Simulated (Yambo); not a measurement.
G0W0@PBE for ZnSe (zinc blende, space group F-43m, No. 216) in Yambo (4×4×4 mesh, 15 Ry block, plasmon pole, screening fixed), without a terminator:

```tsv
bands N in G	gap Γ → Γ (eV)	shift of the valence edge (eV)
77	2.122	-0.431
131	2.144	-0.583
208	2.161	-0.645
```

Question: Extrapolate both columns to infinite N with E(N) = E∞ + A/N, test the form, and compare with the terminator.

Answer: From two points, E∞ = (N2 E2 − N1 E1)/(N2 − N1). The two largest N give 2.19 eV for the gap and -0.75 eV for the shift; the two smallest give 2.18 eV and -0.80 eV. For the gap the slopes A are -4.1 and -6.0 eV: the form isn't reached, and its limit is uncertain. For the shift the slopes A are 28 and 22 eV: the form isn't reached, and its limit is uncertain. With the Bruneval-Gonze terminator and 208 bands the run gives 2.19 eV and -0.70 eV, 0.00 eV and 0.05 eV from the extrapolated values: the terminator too is an estimate of the remainder. Block, mesh and the bands in W are held fixed.

Spin-orbit coupling is not included.

Geometry relaxed with PBEsol; primitive cell a = b = c = 3.9830 Å, α = β = γ = 60.00°.

A shift is the quasiparticle energy of the state minus its PBE energy.

The potentials are those of PseudoDojo's stringent table.
